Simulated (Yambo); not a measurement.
Yambo run on CsHgF3 (cubic perovskite, space group Pm-3m, No. 221). The wavefunctions come from this Quantum ESPRESSO step (PBEsol, PseudoDojo standard norm-conserving files, fully relativistic):

```
&CONTROL
  calculation = 'nscf'
  pseudo_dir = './pseudo'
  outdir = './out'
/
&SYSTEM
  ibrav = 0
  nat = 5
  ntyp = 3
  ecutwfc = 84.0
  ecutrho = 336.0
  occupations = 'fixed'
  force_symmorphic = .true.
  nbnd = 297
  noncolin = .true.
  lspinorb = .true.
/
&ELECTRONS
  conv_thr = 5e-09
  diago_full_acc = .true.
  diago_thr_init = 1e-08
/
ATOMIC_SPECIES
F 18.9984 F.upf
Cs 132.9055 Cs.upf
Hg 200.5920 Hg.upf
CELL_PARAMETERS angstrom
  4.595450000000   0.000000000000   0.000000000000
  0.000000000000   4.595450000000   0.000000000000
  0.000000000000   0.000000000000   4.595450000000
ATOMIC_POSITIONS crystal
F   0.000000000000   0.500000000000   0.500000000000
F   0.500000000000   0.000000000000   0.500000000000
F   0.500000000000   0.500000000000   0.000000000000
Cs   0.000000000000   0.000000000000   0.000000000000
Hg   0.500000000000   0.500000000000   0.500000000000
K_POINTS automatic
2 2 2 0 0 0
```

Yambo input:

```
rim_cut
gw0
dyson
el_el_corr
HF_and_locXC
ppa
em1d
RandQpts= 1000000
RandGvec= 1 Ry
EXXRLvcs= 84 Ry
VXCRLvcs= 336 Ry
Chimod= "HARTREE"
% BndsRnXp
 9 | 296 |
%
NGsBlkXp= 7 Ry
% LongDrXp
 1.0 | 1.0 | 1.0 |
%
PPAPntXp= 27.2114 eV
% GbndRnge
 1 | 296 |
%
GTermKind= "BG"
DysSolver= "n"
ExtendOut
% QPkrange
 1 | 1 | 48 | 52 |
 2 | 2 | 50 | 51 |
 3 | 3 | 50 | 51 |
 4 | 4 | 50 | 51 |
%
```

k points by index: 1 = Γ, 2 = X, 3 = M, 4 = R.

Table of the .qp output:

```
#    K-point    Band    Eo [eV]    E [eV]    E-Eo [eV]    Vxc [eV]    Vnlxc [eV]    Sc|Eo [eV]    Sc|E [eV]    dSc/dw|Eo [eV]    Re(Z)    Im(Z)
#
    1    48    -2.080224    -3.487825    -1.407600    -21.39272    -28.80689    5.585263    6.006571    -8.143501    0.769661    -0.001561
    1    49    -2.080224    -3.487122    -1.406897    -21.39272    -28.80660    5.585951    6.006980    -8.142148    0.769690    -0.001560
    1    50    -2.080224    -3.487110    -1.406885    -21.39272    -28.80697    5.586248    6.007360    -8.143844    0.769653    -0.001562
    1    51    0.440774    1.306104    0.865330    -13.32241    -9.020927    -3.274068    -3.436155    -5.096582    0.842249    -0.975428E-3
    1    52    0.440774    1.306104    0.865330    -13.32241    -9.020927    -3.274068    -3.436155    -5.096582    0.842249    -0.975428E-3
    2    50    -1.742824    -2.945866    -1.203042    -21.77993    -27.79611    4.502802    4.813134    -7.018564    0.794956    -0.001234
    2    51    3.035538    4.114906    1.079369    -18.34803    -14.47680    -2.548826    -2.791867    -6.126790    0.816221    -0.001142
    3    50    -0.005863    -0.879063    -0.873201    -24.64081    -30.01895    4.283424    4.504937    -6.902031    0.797672    -0.001222
    3    51    4.035262    5.276309    1.241047    -18.36216    -13.90103    -2.928467    -3.220080    -6.393694    0.809740    -0.694012E-3
    4    50    0.000000    -0.883155    -0.883155    -24.64360    -30.07412    4.323395    4.547372    -6.900146    0.797716    -0.001218
    4    51    5.302738    6.791713    1.488974    -19.27852    -13.82660    -3.582126    -3.962949    -6.959133    0.796339    -0.001204
```
(The two width columns are left out.) Convergence of these settings isn't established.

Geometry of the Materials Project entry, not relaxed at this level.
